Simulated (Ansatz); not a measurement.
Density of states of a GePt₃ cell (a random packing of atoms, relaxed), per eV and atom, broadened by Gaussian smearing of width 0.1 eV and averaged over bins of 0.2 eV, from 8 eV under the Fermi level at most up to where the solved bands end.

The calculation used Ansatz 0.2.0, DFT PBE, scalar-relativistic, plane waves, PAW.

Cutoff 420 eV; k points 6×4×6 on the computed 16-atom cell (Γ-centred); Gaussian smearing, width 0.10 eV; no spin polarisation.

```yaml
crystal:
  lattice:
    - [5.81456, -0.35251, -0.93147]
    - [-0.27890, 8.32794, -0.29695]
    - [-0.95056, -0.40432, 5.53692]
  atoms:
    - { symbol: Ge, position: [0.34246, 0.75296, 0.11598] }
    - { symbol: Ge, position: [0.83416, 0.38009, 0.32578] }
    - { symbol: Ge, position: [0.88323, 0.11815, 0.88850] }
    - { symbol: Ge, position: [0.76590, 0.72125, 0.90692] }
    - { symbol: Pt, position: [0.13197, 0.22567, 0.64347] }
    - { symbol: Pt, position: [0.18719, 0.34504, 0.17896] }
    - { symbol: Pt, position: [0.55984, 0.58326, 0.45867] }
    - { symbol: Pt, position: [0.75618, 0.88942, 0.28868] }
    - { symbol: Pt, position: [0.07530, 0.65696, 0.34920] }
    - { symbol: Pt, position: [0.18299, 0.01993, 0.25926] }
    - { symbol: Pt, position: [0.10425, 0.89030, 0.75394] }
    - { symbol: Pt, position: [0.03769, 0.54063, 0.79537] }
    - { symbol: Pt, position: [0.53389, 0.13755, 0.05634] }
    - { symbol: Pt, position: [0.58941, 0.25428, 0.56775] }
    - { symbol: Pt, position: [0.52202, 0.46840, 0.93762] }
    - { symbol: Pt, position: [0.52843, 0.91277, 0.65326] }
```

```
E − E_F (eV) total Pt 5d Ge 4p Pt 6s Ge 4s
       -7.85  0.011  0.001  0.003  0.006  0.000
       -7.65  0.069  0.011  0.018  0.036  0.003
       -7.45  0.119  0.022  0.033  0.056  0.005
       -7.25  0.223  0.048  0.065  0.095  0.008
       -7.05  0.287  0.080  0.086  0.105  0.010
       -6.85  0.377  0.122  0.115  0.122  0.011
       -6.65  0.415  0.154  0.123  0.121  0.009
       -6.45  0.550  0.237  0.156  0.138  0.011
       -6.25  0.595  0.290  0.156  0.129  0.012
       -6.05  0.602  0.328  0.145  0.111  0.011
       -5.85  0.582  0.345  0.130  0.093  0.008
       -5.65  0.689  0.453  0.136  0.087  0.007
       -5.45  0.805  0.577  0.131  0.083  0.006
       -5.25  0.857  0.657  0.110  0.076  0.007
       -5.05  1.208  0.980  0.121  0.088  0.009
       -4.85  1.322  1.112  0.111  0.078  0.009
       -4.65  1.453  1.244  0.112  0.072  0.010
       -4.45  1.506  1.305  0.106  0.068  0.010
       -4.25  1.511  1.324  0.098  0.062  0.009
       -4.05  1.495  1.315  0.093  0.057  0.009
       -3.85  1.543  1.374  0.089  0.050  0.009
       -3.65  1.532  1.369  0.082  0.049  0.009
       -3.45  1.381  1.232  0.073  0.045  0.009
       -3.25  1.418  1.274  0.071  0.042  0.008
       -3.05  1.423  1.281  0.068  0.041  0.009
       -2.85  1.515  1.369  0.069  0.042  0.010
       -2.65  1.383  1.247  0.064  0.038  0.009
       -2.45  1.331  1.203  0.058  0.038  0.009
       -2.25  1.275  1.151  0.053  0.037  0.009
       -2.05  1.178  1.067  0.046  0.034  0.009
       -1.85  1.308  1.200  0.045  0.033  0.009
       -1.65  1.436  1.320  0.047  0.035  0.010
       -1.45  1.296  1.189  0.042  0.034  0.010
       -1.25  1.295  1.195  0.038  0.033  0.010
       -1.05  1.412  1.312  0.039  0.033  0.010
       -0.85  1.428  1.317  0.041  0.039  0.012
       -0.65  1.224  1.102  0.042  0.045  0.016
       -0.45  0.853  0.728  0.046  0.043  0.018
       -0.25  0.660  0.520  0.055  0.042  0.022
       -0.05  0.553  0.400  0.065  0.043  0.023
        0.15  0.499  0.332  0.072  0.050  0.023
        0.35  0.417  0.259  0.069  0.045  0.022
        0.55  0.347  0.199  0.063  0.041  0.022
        0.75  0.351  0.186  0.073  0.046  0.023
        0.95  0.405  0.200  0.086  0.059  0.032
        1.15  0.374  0.177  0.081  0.053  0.038
```

The columns after the total are the largest Löwdin projections on the valence shells of the potentials, so they needn't add up, and the weight of a shell that a potential lacks goes to other orbitals. The cell has no gap on the mesh.

Spin-orbit coupling is left out, which matters for the bands of heavy elements.

Cost: 2 runs of about 16 core-minutes in all (earlier runs that led there not counted), on Intel Xeon Platinum 8259CL (Skylake/Cascade Lake) (shared hosts).